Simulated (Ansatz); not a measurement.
Values for one crystal, relaxed and computed with LDA in the plane-wave PAW code Ansatz; other levels are named.

```yaml
volume_per_atom: 17.61 Å³
electronic_character: metallic (no gap)
Formation energy from the elements (no fitted shifts): -0.50 eV/atom
debye_temperature_from_the_elastic_constants: 300 K
Bulk modulus (Birch–Murnaghan fit): 121 GPa
Elastic constants (relaxed ions, GPa): C11 = 162, C12 = 101, C44 = 54.4
Young's modulus: 115 GPa
```

Q: Pick the material that matches.
(A) Mg2Sn, P-62m (Mg on 3g, Mg on 1a, Sn on 2c)
(B) Al2Au, fluorite or antifluorite type
(C) BeRh, CsCl type
(D) HfRh3, Cu3Au type

A: B, Al2Au, fluorite or antifluorite type

Space group Fm-3m (fluorite or antifluorite type). The cell was relaxed with LDA under the symmetry of its start; of distortions, only those at the zone centre were tested. As this level gives no gap, shear constants depend on the k-mesh and smearing (Fermi–Dirac, 0.1 eV here). The references are the lowest solids computed at this level, not always the standard phases. Scalar-relativistic: spin–orbit coupling is off unless named, which matters more the heavier the elements.

Potentials: the later of the program's two PAW sets.
